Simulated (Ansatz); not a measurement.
SiO$_{2}$:
```yaml
crystal:
  lattice:
    - [-4.92017, 4.27185, 2.55117]
    - [4.92017, -4.27185, 2.55117]
    - [4.92017, 4.27185, -2.55117]
  atoms:
    - { symbol: Si, position: [0.14972, 0.59170, 0.74220] }
    - { symbol: Si, position: [0.84950, 0.40753, 0.25780] }
    - { symbol: Si, position: [0.14972, 0.90753, 0.05803] }
    - { symbol: Si, position: [0.84950, 0.09170, 0.94197] }
    - { symbol: O, position: [0.07749, 0.34954, 0.84581] }
    - { symbol: O, position: [0.50373, 0.23168, 0.15419] }
    - { symbol: O, position: [0.07749, 0.73168, 0.22795] }
    - { symbol: O, position: [0.50373, 0.84954, 0.77205] }
    - { symbol: O, position: [0.93779, 0.93779, 0.00000] }
    - { symbol: O, position: [0.93779, 0.43779, 0.50000] }
    - { symbol: O, position: [0.87598, 0.22633, 0.14966] }
    - { symbol: O, position: [0.07667, 0.72633, 0.85034] }
```

Relaxed with r²SCAN. Special points in fractions of this cell's reciprocal vectors: Γ (0.000, 0.000, 0.000); X (-0.500, 0.500, 0.500); U2 (-0.438, 0.438, 0.562); Y0 (0.438, -0.438, 0.438); Λ0 (0.317, 0.317, -0.317); G2 (-0.317, 0.683, 0.317); R (0.000, 0.500, 0.000); W (0.250, 0.250, 0.250); S (0.500, 0.000, 0.000); T (0.000, 0.000, 0.500).

List the band energies nearest the valence-band maximum at these points for plane-wave PAW r²SCAN (Ansatz code).

In eV from the valence-band maximum; about four levels below and three above (degenerate sets whole), none deeper than 8.9 eV; points with the same levels are listed once.

| k | below | above |
|---|---|---|
| Γ | -0.95 -0.46 -0.36 -0.24 | 6.46 9.63 9.98 |
| X | -0.47 -0.41 -0.02 -0.02 | 8.38 8.55 8.88 |
| U2 | -0.47 -0.41 -0.05 -0.02 | 8.33 8.59 8.60 |
| Λ0 | -0.99 -0.66 -0.25 0.00 | 9.01 9.29 9.39 |
| R | -0.87 -0.87 -0.17 -0.17 | 8.77 8.77 9.96 9.96 |
| W | -0.80 -0.80 -0.19 -0.19 | 9.18 9.18 9.23 9.23 |
| S | -0.84 -0.76 -0.49 0.00 | 8.79 9.00 9.51 |
| T | -0.48 -0.41 -0.30 -0.09 | 7.51 7.97 10.09 |

Space group Ima2. The workflow started from a Materials Project entry (that database holds measured and hypothetical structures alike); the Crystallography Open Database copy checked does not list it. It is not the phase usual at ambient conditions (space group No. 92, 152, 154). Symmetry was held in the r²SCAN relaxation; whether a distortion lowers the energy is not shown.

Potentials: the earlier of the program's two PAW sets. The files were generated under PBE; for other functionals the program regenerates the frozen cores, and for LDA and PBEsol the local potential too.
